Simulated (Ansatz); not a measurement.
The calculation used DFT PBE, scalar-relativistic, plane waves, PAW (Ansatz). All cells share a 420 eV cutoff and Γ-centred k meshes spaced at most about 0.3 Å⁻¹ (about 0.25 or finer for metals, 2π included). No spin polarisation in the final relaxations.

All energies are static (0 K, no zero-point motion). All come from trial cells, and lower structures may exist.

Question: These unrelaxed guesses for HfZr2Si2 are each relaxed within their symmetry. Order them by the energy at which they end, lowest first.
A.

```
CELL_PARAMETERS angstrom
3.89398 0.00000 0.00000
0.00124 3.91877 0.00000
1.92575 1.93035 5.42960
ATOMIC_POSITIONS crystal
Zr 0.24584 0.75519 0.49919
Zr 0.75416 0.24481 0.50081
Hf 0.00000 0.00000 0.00000
Si 0.61303 0.61399 0.76775
Si 0.38697 0.38601 0.23225
```

B.

```
CELL_PARAMETERS angstrom
3.83775 0.00000 0.00000
0.00000 3.83775 0.00000
0.00000 0.00000 6.17748
ATOMIC_POSITIONS crystal
Zr 0.50000 0.00000 0.00000
Zr 0.00000 0.50000 0.00000
Hf 0.00000 0.00000 0.50000
Si 0.50000 0.50000 0.00000
Si 0.50000 0.50000 0.50000
```

C.

```
CELL_PARAMETERS angstrom
3.98392 0.00000 0.00000
-1.99196 3.45017 0.00000
0.00000 0.00000 6.42965
ATOMIC_POSITIONS crystal
Zr 0.33333 0.66667 0.77632
Zr 0.66667 0.33333 0.22368
Hf 0.00000 0.00000 0.50000
Si 0.00000 0.00000 0.86119
Si 0.00000 0.00000 0.13881
```

Answer: A (ends in I4/mmm, 0 meV/atom), B (ends in P4/mmm, 0.83 eV/atom), C (ends in P-3m1, 0.85 eV/atom).

The k mesh leaves some 4 meV/atom of noise in the energy of each metallic cell. These runs have no spin–orbit coupling, which can matter for Hf. Cells relaxed within their symmetry can be saddle points. Some types were kept out of the candidates beforehand, so the set may lack a known form.
